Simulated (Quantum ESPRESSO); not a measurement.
Kohn-Sham bands of TePb (rock salt)

```
TePb
1.0
    0.00000     3.27089     3.27089
    3.27089     0.00000     3.27089
    3.27089     3.27089     0.00000
Te Pb
1 1
Direct
  0.00000   0.00000   0.00000
  0.50000   0.50000   0.50000
```

Structure: Materials Project mp-19717, symmetrised, not relaxed again. COD (Crystallography Open Database) has an entry of this formula and space group (matched by these alone). Level: PBEsol, no spin polarisation, no spin-orbit coupling; pw.x of Quantum ESPRESSO at 66 Ry with PseudoDojo potentials, 8×8×8 k-points, Wannier90. Density: 8×8×8 mesh, cold smearing 0.01 Ry. Spin-orbit coupling is left out although heavy elements are present.

Energies are relative to the valence-band maximum; weights are on the orthonormalised atomic waves of the pseudopotential files, averaged over the group. 30 electrons a cell are treated as valence.

| bands | from (eV) | to (eV) | filling | weight on atomic waves |
|---|---|---|---|---|
| 1–5 | -35.99 | -35.99 | filled | ? |
| 6–10 | -16.61 | -16.53 | filled | ? |
| 11 | -11.73 | -10.03 | filled | ? |
| 12 | -8.40 | -5.71 | filled | ? |
| 13–15 | -4.22 | 0.00 | filled | ? |

**Question.** Which atomic shells make up each group?

**Answer.** 
- 1–5, weight on atomic waves: Te 4d 100 %
- 6–10, weight on atomic waves: Pb 5d 100 %
- 11, weight on atomic waves: Te 5s 75 %, Pb 6p 13 %, Pb 6s 10 %
- 12, weight on atomic waves: Pb 6s 74 %, Te 5p 14 %, Te 5s 11 %
- 13–15, weight on atomic waves: Te 5p 67 %, Pb 6p 26 %, Pb 6s 4 %

The Kohn-Sham gap over both meshes and the path is 0.74 eV.
